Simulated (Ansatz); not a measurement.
CaTiO$_{3}$ (cubic perovskite)

```xyz
5
Lattice="3.8410 0.0000 0.0000 0.0000 3.8410 0.0000 0.0000 0.0000 3.8410" Properties=species:S:1:pos:R:3 pbc="T T T"
Ca     0.0000     0.0000     0.0000
Ti     1.9205     1.9205     1.9205
O      0.0000     1.9205     1.9205
O      1.9205     1.9205     0.0000
O      1.9205     0.0000     1.9205
```

The slice is a {100} plane (indices of the conventional cell) through the point (0.500, 0.500, 0.500) (fractional), spanned by u = [100] and v = [010] in vectors of this cell: u (3.84 Å) and v (3.84 Å, at 90° to u). It covers one period; positions are fractions (u, v).

The numbers are results of PBEsol (plane waves to 420 eV, PAW, scalar-relativistic; Ansatz, a first-principles code), not measurements. k mesh 9×9×9. Inside the PAW spheres the values are not all-electron values, and peaks at nuclei hang on which shells count as valence. CaTiO3 is run without spin polarisation. CaTiO3 was relaxed with its symmetry unable to fall. This is a high-temperature form of CaTiO3.

**Question.** What is the ELF at the midpoint of the shortest Ti–O line in this plane (1.92 Å)?

**Answer.** 0.22.

**Question.** What is the valence density on the shortest Ti–O line in this plane (1.92 Å), at its midpoint?

**Answer.** 0.77 e/Å³.

**Question.** Sketch the electron localisation function (ELF) on this plane as a map.

**Answer.** 
```
|xxxx**##--::##@@@@xxxxxx@@@@##::--##**xx|
|xx**##**::..**@@@@@@xx@@@@@@**..::**##**|
|####**--....++%%@@@@@@@@@@%%++....--**##|
|==--::..  ..--**%%@@@@@@%%**--..  ..::--|
|::::......  ..--++######++--..  ......::|
|####**++--..  ..::--==--::..  ..--++**##|
|@@@@@@%%**--..    ......    ..--**%%@@@@|
|xx@@@@@@%%++::              ::++%%@@@@@@|
|xxxx@@@@@@##--..          ..--##@@@@@@xx|
|xxxxxx@@@@##==..          ..==##@@@@xxxx|
|xxxx@@@@@@##--..          ..--##@@@@@@xx|
|xx@@@@@@%%++::              ::++%%@@@@@@|
|@@@@@@%%**--..    ......    ..--**%%@@@@|
|####**++--..  ..::--==--::..  ..--++**##|
|::::......  ..--++######++--..  ......::|
|==--::..  ..--**%%@@@@@@%%**--..  ..::--|
|####**--....++%%@@@@@@@@@@%%++....--**##|
|xx**##**::..**@@@@@@xx@@@@@@**..::**##**|
|xxxx**##--::##@@@@xxxxxx@@@@##::--##**xx|
|xxxxxx##==::##@@xxxxxxxxxx@@##::==##xxxx|
```
Scale: ten equal steps from 0.02 (start of ' ') to 0.82 (end of '@'), in the order ' .:-=+*#%@'. Values: electron localisation function (ELF). The map has 20 points along u (two characters each, u = 0 at the left) and 20 along v (v = 0 in the bottom row). Points within 0.4 Å of a nucleus are blanked (x), as the pseudised field means little there.
